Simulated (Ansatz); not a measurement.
V2N in space group P-31m (No. 162; V on 6k, N on 1a, N on 2d) at seven volumes, plane-wave PAW PBEsol (Ansatz code), shape and atoms relaxed at each. One row is withheld.

```
V (Å³/atom)  P (GPa)
-----------  -------
9.248          33.42
9.553          20.45
9.858           9.41
10.163          0.00
10.467         -8.01
10.772             ?
11.077        -20.62
```

Question: Fit the shown pressures and predict the withheld one.

Answer: P = (3/2)B₀(x^(7/2) − x^(5/2))[1 + (3/4)(B′ − 4)(x − 1)] with x = (V₀/V)^(2/3). Least squares on the six rows gives V₀ = 10.163 Å³/atom, B₀ = 289 GPa, B′ = 4.34. At V = 10.772, x = 0.9619 and P = -14.83 GPa. The run itself gave -14.83 GPa.

The first step of the workflow began from a Materials Project structure, measured or hypothetical; the Crystallography Open Database copy checked does not list it. Its standing as an ambient phase is unchecked. The cell was relaxed with PBEsol under the symmetry of its start; its stability against distortions is not shown here. No spin polarisation was allowed.

Potentials: the later of the program's two PAW sets.
